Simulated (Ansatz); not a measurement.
MnFeAs:
```
MnFeAs
1.0
    6.16908     0.00000     0.00000
   -3.08454     5.34258     0.00000
    0.00000     0.00000     3.38851
Fe As Mn
3 3 3
Cartesian
  1.57226   0.00000   0.00000
  2.29841   3.98096   0.00000
 -0.78613   1.36162   0.00000
  0.00000   3.56172   0.00000
  3.08454   1.78086   0.00000
  0.00000   0.00000   1.69425
  3.67138   0.00000   1.69425
  1.24885   2.16307   1.69425
 -1.83569   3.17951   1.69425
```
Starting moments (μB, in the order of the atoms Fe Fe Fe As As As Mn Mn Mn): 1.3 1.3 1.3 -0.2 -0.2 -0.1 3.1 3.1 3.1.

Relaxed with PBEsol. Special points in fractions of this cell's reciprocal vectors: Γ (0.000, 0.000, 0.000); M (0.500, 0.000, 0.000); K (0.333, 0.333, 0.000); A (0.000, 0.000, 0.500); L (0.500, 0.000, 0.500); H (0.333, 0.333, 0.500).

Question: List the band energies nearest the Fermi level at these points for DFT-PBEsol in the program Ansatz with PAW potentials.

Answer: In eV from the Fermi level; about four levels below and three above (degenerate sets whole), none deeper than 8.9 eV; points with the same levels are listed once.

| k | below | above |
|---|---|---|
| Γ ↑ | -0.66 -0.64 -0.64 -0.62 | 2.83 3.04 3.04 |
| M ↑ | -0.83 -0.65 -0.63 -0.58 | 0.30 1.22 1.44 |
| K ↑ | -0.86 -0.84 -0.56 -0.56 | 0.94 1.35 1.35 |
| A ↑ | -0.60 -0.60 -0.28 -0.28 | 0.16 0.25 0.28 |
| L ↑ | -0.94 -0.72 -0.64 -0.62 | 0.57 0.93 1.29 |
| H ↑ | -1.09 -1.09 -0.74 -0.62 -0.62 | 0.94 1.01 1.01 |
| Γ ↓ | -1.33 -1.33 -1.05 -1.05 -0.07 | 0.11 0.11 0.24 0.24 |
| M ↓ | -0.67 -0.45 -0.13 -0.04 | 0.13 0.30 0.56 |
| K ↓ | -0.27 -0.27 -0.19 -0.19 | 0.50 0.53 0.73 0.73 |
| A ↓ | -0.70 -0.70 -0.68 -0.61 -0.06 | 0.18 0.18 0.59 |
| L ↓ | -0.92 -0.81 -0.70 -0.12 | 0.18 0.25 0.37 |
| H ↓ | -0.97 -0.97 -0.76 -0.76 -0.11 | 0.22 0.22 0.33 |

Space group P-62m. The workflow started from an entry of the Crystallography Open Database (COD), which files this formula under 2 space groups. Whether it is the stable phase at ambient conditions was not checked. The PBEsol relaxation kept the symmetry of its start; its stability against distortions is not shown here. Spin order of the final state: ferromagnetic, chosen from 4 collinear starts compared on coarse meshes (ties went to the first, and starts can fall back to one state), not a proven ground state. Point labels and valley counts follow the cell and symmetry of the run, lower than the named group. Scalar-relativistic: spin–orbit coupling is off unless named, which matters more the heavier the elements.

Potentials: the later of the program's two PAW sets.
